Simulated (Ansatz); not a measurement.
# From three elastic constants to directional properties of Na3SCl

Computed with DFT PBEsol, scalar-relativistic, plane waves, PAW in Ansatz. Settings: 420 eV plane-wave cutoff, Γ-centred 6×6×6 mesh, fixed occupations. No spin polarisation.

The cell is fixed (symmetry leaves no force on the atoms) and stands under 0.0 GPa:
```cif
data_structure
_symmetry_space_group_name_H-M 'Pm-3m'
_symmetry_Int_Tables_number 221
_cell_length_a 5.1685
_cell_length_b 5.1685
_cell_length_c 5.1685
_cell_angle_alpha 90.000
_cell_angle_beta 90.000
_cell_angle_gamma 90.000
_cell_volume 138.07
loop_
_atom_site_label
_atom_site_type_symbol
_atom_site_symmetry_multiplicity
_atom_site_Wyckoff_symbol
_atom_site_fract_x
_atom_site_fract_y
_atom_site_fract_z
_atom_site_occupancy
Cl1 Cl 1 a 0.00000 0.00000 0.00000 1
S1 S 1 b 0.50000 0.50000 0.50000 1
Na1 Na 3 c 0.50000 0.50000 0.00000 1
```

The cell is the ideal cubic antiperovskite prototype; whether it is the stable structure of this composition wasn't checked.

With ions relaxed, on the cubic axes: C11 = 52.9, C12 = 4.4, C44 = 6.0 GPa. The density is 1.641 g/cm³. Zone-centre modes weren't checked beside this run.

Q: Is the crystal stable against strain, and how anisotropic is it?

A: Born's conditions hold: C11 + 2C12 = 61.6, C11 − C12 = 48.5 and C44 = 6.0 GPa are all positive. B = (C11 + 2C12)/3 = 20.5 GPa. The two shear moduli are C44 and C′ = (C11 − C12)/2 = 24.2 GPa, so Zener's ratio is A = C44/C′ = 0.25: the shear C44 is the soft one, as in NaCl, KCl, the halide perovskites and the bcc metals V, Nb, Cr and Mo. The Cauchy pressure C12 − C44 is -1.6 GPa; it would vanish for pair forces between atoms on inversion centres at zero pressure, and a negative value is usual with directional bonding, though many-body forces give one in some ionic oxides too.

Q: Give the sound speeds along the three symmetry directions.

A: The Christoffel equation gives ρv² for each branch:
| direction | branch | ρv² | GPa | v (m/s) |
| --- | --- | --- | --- | --- |
| [100] | L | C11 | 52.9 | 5674 |
| [100] | T (×2) | C44 | 6.0 | 1904 |
| [110] | L | (C11 + C12 + 2C44)/2 | 34.6 | 4589 |
| [110] | T, u ∥ [001] | C44 | 6.0 | 1904 |
| [110] | T, u ∥ [1-10] | (C11 − C12)/2 | 24.2 | 3843 |
| [111] | L | (C11 + 2C12 + 4C44)/3 | 28.5 | 4164 |
| [111] | T (×2) | (C11 − C12 + C44)/3 | 18.1 | 3325 |

Q: How does Young's modulus depend on direction?

A: Inverting gives S11 = 19.164, S12 = -1.464, S44 = 168.067 TPa⁻¹. Along a unit vector (l, m, n), 1/E = S11 − 2(S11 − S12 − S44/2)(l²m² + m²n² + n²l²), where the last bracket is 0, 1/4 and 1/3 for [100], [110] and [111]: E = 52, 20 and 16 GPa. With A < 1 the cube edge is stiffest. For a film on (001), the biaxial modulus is C11 + C12 − 2C12²/C11 = 56 GPa and the normal strain is −2C12/C11 = -0.17 times the in-plane one.